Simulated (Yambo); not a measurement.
G0W0@LDA for a free-standing MoS2 monolayer (symmetry P-6m2, slab cell 16.1 Å high) in Yambo. Reference settings: 9×9×1 Γ-centred k mesh, bands 2 to 79 and a 6 Ry block in the screening, 79 bands in G with the Bruneval-Gonze terminator, plasmon pole fitted at 27.2 eV, slab-truncated Coulomb interaction, stochastic integration of W near q = 0. The LDA gap K → K on this mesh is 1.86 eV; G0W0 gaps are taken between the same points.

With and without the terminator, as bands are cut:

| bands in G (in W) | gap, terminator (eV) | gap, none (eV) | valence shift, terminator (eV) | valence shift, none (eV) |
|---|---|---|---|---|
| 21 (21) | 2.740 | 2.843 | 0.561 | 1.022 |
| 32 (32) | 2.712 | 2.797 | 0.318 | 0.784 |
| 45 (45) | 2.723 | 2.806 | 0.210 | 0.617 |
| 62 (62) | 2.718 | 2.788 | 0.114 | 0.464 |
| 79 (79) | 2.714 | 2.774 | 0.044 | 0.339 |

Over this range the gap spans 0.028 eV with the terminator and 0.069 eV without, the valence shift 0.517 eV and 0.683 eV. Neither column has reached its limit for certain.

Spin-orbit coupling is not included.

Geometry relaxed with LDA; primitive cell a = b = 3.1203 Å, c = 16.1000 Å, α = β = 90.00°, γ = 120.00°.

A shift is the quasiparticle energy of the state minus its LDA energy.
